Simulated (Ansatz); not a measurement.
Consider the following.

C:
```cif
data_C12
_chemical_formula_sum 'C12'
_space_group_name_H-M_alt 'P43212'
_space_group_IT_number 96
_space_group_name_Hall 'P 4nw 2abw'
_cell_length_a 3.79556
_cell_length_b 3.79556
_cell_length_c 4.67220
_cell_angle_alpha 90.000
_cell_angle_beta 90.000
_cell_angle_gamma 90.000
loop_
_atom_site_label
_atom_site_type_symbol
_atom_site_symmetry_multiplicity
_atom_site_Wyckoff_symbol
_atom_site_fract_x
_atom_site_fract_y
_atom_site_fract_z
_atom_site_occupancy
C1 C 4 a 0.42396 0.42396 0.00000 1
C2 C 8 b 0.33295 0.12114 0.21637 1
```

This is the r²SCAN-relaxed structure.

Question: All from r²SCAN in the plane-wave PAW code Ansatz, unless another level is named. Predict the hole effective mass.

Answer: 0.42, 2.0, 2.7 mₑ (principal values).

Question: And the HSE06 gap on the r²SCAN cell?

Answer: 6.26 eV.

Question: Next, the electron effective mass?

Answer: 0.40, 0.43, 0.43 mₑ (principal values).

Question: Next, the band gap?

Answer: 5.37 eV (indirect).

Question: Give the smallest direct gap on the standard path.

Answer: 5.91 eV.

Space group P4_32_12. The start of the workflow was typed in or built on a structure type; neither database checked (COD, Materials Project) lists it. It is not the phase usual at ambient conditions (space group No. 194, 227). Symmetry was held in the r²SCAN relaxation; whether a distortion lowers the energy is not shown.

Potentials: the later of the program's two PAW sets.
